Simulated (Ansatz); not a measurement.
Relaxed-ion elastic tensor of SnO in space group R3m (No. 160; Sn on 3a, O on 3a) in GPa (Voigt order), PBEsol (plane waves, PAW; program Ansatz); density 5.97 g/cm³, 18.72 Å³ per atom.

```tsv
	1	2	3	4	5	6
1	90.7	34.5	17.6	-4.0	0.0	0.0
2	34.5	90.7	17.6	4.0	0.0	0.0
3	17.6	17.6	20.0	0.0	0.0	0.0
4	-4.0	4.0	0.0	-1.0	0.0	0.0
5	0.0	0.0	0.0	0.0	-1.0	-4.0
6	0.0	0.0	0.0	0.0	-4.0	28.1
```

### Question
Is the crystal mechanically stable?

### Answer
On the edge, within the error: the smallest eigenvalue of C is -1.5 GPa.

A made-up cell: these elements were put on the sites of a structure type; neither database checked (COD, Materials Project) lists it. It is not the phase usual at ambient conditions (space group No. 129). The cell was relaxed with PBEsol under the symmetry of its start; of distortions, only those at the zone centre were tested. Spin–orbit coupling is left out wherever it is not named.

Potentials: the later of the program's two PAW sets.
